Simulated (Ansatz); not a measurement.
Nb₃Sn:
```
Nb3Sn
1.0
    5.31884     0.00000     0.00000
    0.00000     5.31884     0.00000
    0.00000     0.00000     5.31884
Nb Sn
6 2
Cartesian
  1.32971   0.00000   2.65942
  3.98913   0.00000   2.65942
  2.65942   3.98913   0.00000
  2.65942   1.32971   0.00000
  0.00000   2.65942   3.98913
  0.00000   2.65942   1.32971
  0.00000   0.00000   0.00000
  2.65942   2.65942   2.65942
```

Relaxed with PBE. Special points in fractions of this cell's reciprocal vectors: Γ (0.000, 0.000, 0.000); X (0.000, 0.500, 0.000); M (0.500, 0.500, 0.000); R (0.500, 0.500, 0.500).

Question: List the band energies nearest the Fermi level at these points for plane-wave PAW PBE with spin–orbit coupling (Ansatz code).

Answer: In eV from the Fermi level; about four levels below and three above (degenerate sets whole), none deeper than 8.9 eV; points with the same levels are listed once.

| k | below | above |
|---|---|---|
| Γ | -0.06 -0.06 -0.06 -0.06 | 2.29 2.29 2.35 2.35 2.35 2.35 |
| X | -0.39 -0.39 -0.39 -0.39 | 1.47 1.47 1.47 1.47 |
| M | -1.52 -1.52 -0.87 -0.87 | 0.08 0.08 0.08 0.08 |
| R | -1.35 -1.35 -1.35 -1.35 -1.35 -1.35 -1.35 -1.35 | 0.03 0.03 0.03 0.03 0.03 0.03 0.03 0.03 |

Space group Pm-3n (A15 (Cr3Si type)). The PBE relaxation kept the symmetry of its start. The run is not spin-polarised.

Potentials: the earlier of the program's two PAW sets.
